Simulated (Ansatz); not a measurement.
# TaGa3, first-principles data

TaGa3:
```yaml
crystal:
  lattice:
    - [-1.88799, 1.88799, 4.31823]
    - [1.88799, -1.88799, 4.31823]
    - [1.88799, 1.88799, -4.31823]
  atoms:
    - { symbol: Ta, position: [0.00000, 0.00000, 0.00000] }
    - { symbol: Ga, position: [0.50000, 0.50000, 0.00000] }
    - { symbol: Ga, position: [0.75000, 0.25000, 0.50000] }
    - { symbol: Ga, position: [0.25000, 0.75000, 0.50000] }
```

Space group I4/mmm (No. 139); conventional cell a = b = 3.7760 Å, c = 8.6365 Å, α = β = γ = 90.00°.

Method: plane-wave PAW PBEsol (Ansatz code). Geometry: relaxed at this level of theory. Other levels are named where they apply.

Cell and energy:

```json
{
  "volume_per_atom": "15.39 Å³",
  "density": "10.52 g/cm³",
  "Formation energy from the elements (no fitted shifts)": "-0.23 eV/atom"
}
```

Electronic structure:

```json
{
  "electronic_character": "metallic (no gap)",
  "Density of states at the Fermi level": "0.18 states/eV per atom (mean over ±0.08 eV)",
  "Gap with spin–orbit coupling": "none (metallic)"
}
```

Mechanics:

```json
{
 "Bulk modulus (Birch–Murnaghan fit)": "141 GPa",
 "Pressure derivative B′": "4.7"
}
```

Phonons:

```json
{
 "highest_zone_centre_frequency": "6.80 THz",
 "zone_centre_stability": "no imaginary mode at Γ"
}
```

The workflow started from a Materials Project entry (that database holds measured and hypothetical structures alike); the Crystallography Open Database files this formula in space group No. 139, but the cells were not matched. Its standing as an ambient phase is unchecked. Symmetry was held in the PBEsol relaxation. The run is not spin-polarised. As this level gives no gap, phonon frequencies hold no LO–TO term and depend on the k-mesh and smearing (Fermi–Dirac, 0.1 eV here). Axis ratios of metals converge slowly with the k-mesh, so a and c are less sure than the volume. The references are the lowest solids computed at this level, not always the standard phases. Scalar-relativistic: spin–orbit coupling is off unless named, which matters more the heavier the elements.

Potentials: the later of the program's two PAW sets.
